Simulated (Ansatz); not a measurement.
Data:

Cu$_{3}$N:
```xyz
4
Lattice="0.0000 2.7896 2.7896 2.7896 0.0000 2.7896 2.7896 2.7896 0.0000" Properties=species:S:1:pos:R:3 pbc="T T T"
N      0.0000     0.0000     0.0000
Cu     2.7896     2.7896     2.7896
Cu     1.3948     1.3948     1.3948
Cu     4.1844     4.1844     4.1844
```

This is the PBE-relaxed structure.

All from the program Ansatz at the PBE level (PAW), unless another level is named. Predict the electronic character.

metallic (no gap).

Give the formation energy from the elements (no fitted shifts).

0.98 eV/atom.

And the density of states at the Fermi level?

0.72 states/eV per atom (mean over ±0.08 eV).

Space group Fm-3m. The cell is a constructed one: a structure type filled with these elements; neither database checked (COD, Materials Project) lists it. COD files the formula under space group No. 221, so this cell is another polymorph or a model. Whether it is the stable phase at ambient conditions was not checked. Symmetry was held in the PBE relaxation; its stability against distortions is not shown here. No spin polarisation was allowed. The references are the lowest solids computed at this level, not always the standard phases (solids in place of the gases).

Potentials: the later of the program's two PAW sets.
